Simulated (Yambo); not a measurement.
Material: SrAlSiH (space group P3m1, No. 156) under isotropic strain of -3 % on all lattice vectors; a = 4.081 Å, b = 4.081 Å, c = 4.642 Å, α = 90.00°, β = 90.00°, γ = 120.00° (4 atoms in the cell). The PBEsol cell relaxed from Materials Project entry mp-570485 was given an isotropic strain of -3 % on all lattice vectors, and the atoms were relaxed again.

With PBEsol (pw.x of Quantum ESPRESSO, ONCV potentials, scalar-relativistic), the gap between the mesh's edge points (A → K) is 0.615 eV.

What does a G0W0 run in Yambo give for it (3×3×2 Γ-centred k mesh, 136 bands and a 8 Ry block in the screening, 136 bands in G with the Bruneval-Gonze terminator, plasmon pole fitted at 27.2 eV)?

The correction is 0.578 eV, giving 1.193 eV, 1.9 times the PBEsol value. The mesh misses a band edge: along a dense path the PBEsol gap is 0.42 eV against 0.61 eV on the mesh. Convergence of the G0W0 settings was not tested. The k mesh is coarse. 

The structure is a Materials Project entry; no match was found in the copy of COD used, and its stability was not checked.
